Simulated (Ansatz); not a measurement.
Given:

B2CO:
```yaml
crystal:
  lattice:
    - [-1.85327, 1.85327, 3.73538]
    - [1.85327, -1.85327, 3.73538]
    - [1.85327, 1.85327, -3.73538]
  atoms:
    - { symbol: C, position: [0.00000, 0.00000, 0.00000] }
    - { symbol: C, position: [0.75000, 0.25000, 0.50000] }
    - { symbol: O, position: [0.50000, 0.50000, 0.00000] }
    - { symbol: O, position: [0.25000, 0.75000, 0.50000] }
    - { symbol: B, position: [0.37500, 0.35387, 0.47887] }
    - { symbol: B, position: [0.87500, 0.89613, 0.52113] }
    - { symbol: B, position: [0.64613, 0.12500, 0.02113] }
    - { symbol: B, position: [0.10387, 0.62500, 0.97887] }
```

This is the r²SCAN-relaxed structure. x, y and z are the axes in which the lattice vectors are written.

**Question.** All from the program Ansatz at the r²SCAN level (PAW), unless another level is named. Give the Debye temperature from the elastic constants.

**Answer.** 1480 K.

**Question.** And the piezoelectric stress constants (proper, relaxed ions, C/m²)?

**Answer.** e14 = e25 = 3.18, e36 = 4.19.

Space group I-42d (chalcopyrite). The start of the workflow was typed in or built on a structure type; neither database checked (COD, Materials Project) lists it. Its standing as an ambient phase is unchecked. The cell was relaxed with r²SCAN under the symmetry of its start; whether a distortion lowers the energy is not shown. Signs of piezoelectric constants follow the polarity of the cell as given.

Potentials: the earlier of the program's two PAW sets. The files were generated under PBE; for other functionals the program regenerates the frozen cores, and for LDA and PBEsol the local potential too.
